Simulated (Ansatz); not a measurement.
W (bcc, W type)

```xyz
1
Lattice="-1.5846 1.5846 1.5846 1.5846 -1.5846 1.5846 1.5846 1.5846 -1.5846" Properties=species:S:1:pos:R:3 pbc="T T T"
W      0.0000     0.0000     0.0000
```

Equation-of-state scan: isotropic scaling of the cell above, V₀ being its volume. Symmetry pins the atoms to their sites.

Computed with r2SCAN (plane waves to 500 eV, PAW, scalar-relativistic; Ansatz, an electronic-structure program). k mesh 21×21×21 (Γ-centred), Fermi-Dirac smearing 0.05 eV. Energies are smeared free energies. Compression counts positive. Spin-orbit coupling is left out, though W is heavy. W is run without spin polarisation. W was relaxed with its symmetry unable to fall. The zero of ΔE is the relaxed starting cell. The last digit holds for this mesh only.

```json
[
 {"V (Å³/atom)": "13.370", "ΔE (meV/atom)": "542.7"},
 {"V (Å³/atom)": "13.879", "ΔE (meV/atom)": "326.2"},
 {"V (Å³/atom)": "14.389", "ΔE (meV/atom)": "172.6"},
 {"V (Å³/atom)": "14.898", "ΔE (meV/atom)": "72.2"},
 {"V (Å³/atom)": "15.407", "ΔE (meV/atom)": "17.0"},
 {"V (Å³/atom)": "15.917", "ΔE (meV/atom)": "0.0"},
 {"V (Å³/atom)": "16.426", "ΔE (meV/atom)": "15.4"},
 {"V (Å³/atom)": "16.935", "ΔE (meV/atom)": "58.5"},
 {"V (Å³/atom)": "17.445", "ΔE (meV/atom)": "withheld"},
 {"V (Å³/atom)": "17.954", "ΔE (meV/atom)": "211.7"},
 {"V (Å³/atom)": "18.463", "ΔE (meV/atom)": "315.0"}
]
```

Fit a third-order Birch-Murnaghan form (E₀, V₀, B₀, B₀′ free) to the given rows and predict ΔE at V = 17.445.

Least squares on the 10 given rows: ΔE = E₀ + (9V₀B₀/16)·y²·[2 + (B₀′ − 4)y], y = (V₀/V)^(2/3) − 1, with V₀ = 15.915 Å³/atom, B₀ = 318.5 GPa (160.2 GPa = 1 eV/Å³; the term in eV is multiplied by 1000), B₀′ = 4.08, E₀ = 0.00 meV/atom; root-mean-square residual 0.07 meV/atom. At 17.445 the fit gives 125.1 meV/atom; the calculation gives 125.1 meV/atom, the same to the digits shown. For the pressure the fit gives -24.2 GPa against the computed -24.3 GPa.

(Under strain, the slope of the energy per volume gives the stress and its curvature an elastic modulus.)
